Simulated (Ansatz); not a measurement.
Computed properties of ScIn3

ScIn3:
```
ScIn3
1.0
    4.49444     0.00000     0.00000
    0.00000     4.49444     0.00000
    0.00000     0.00000     4.49444
In Sc
3 1
Direct
  0.00000   0.50000   0.50000
  0.50000   0.00000   0.50000
  0.50000   0.50000   0.00000
  0.00000   0.00000   0.00000
```

Space group Pm-3m (No. 221), Cu3Au type; conventional cell a = 4.494 Å, b = 4.494 Å, c = 4.494 Å, α = 90.00°, β = 90.00°, γ = 90.00°.

Method: r²SCAN (plane waves, PAW; program Ansatz). The cell and atoms are relaxed at this level. Other levels are named where they apply.

**Cell and energy**

| Property | Value |
|---|---|
| Volume per atom | 22.70 Å³ |
| Density | 7.12 g/cm³ |
| Formation energy from the elements (no fitted shifts) | -408 meV/atom |

**Electronic structure**

| Quantity | Value |
|---|---|
| Electronic character | metallic (no gap) |
| Density of states at the Fermi level | 0.55 states/eV per atom (mean over ±0.08 eV) |
| Gap with spin–orbit coupling | none (metallic) |

**Mechanics**

| Quantity | Result |
|---|---|
| Bulk modulus (Birch–Murnaghan fit) | 64.3 GPa |
| Pressure derivative B′ | 4.3 |

**Charges**

| Item | Result |
|---|---|
| Bader charges | In -0.46, Sc +1.38 e |

The workflow started from an entry of the Crystallography Open Database (COD). Its standing as an ambient phase is unchecked. Symmetry was held in the r²SCAN relaxation; its stability against distortions is not shown here. No spin polarisation was allowed. The references are the lowest solids computed at this level, not always the standard phases. Spin–orbit coupling is left out wherever it is not named.

Potentials: the later of the program's two PAW sets.
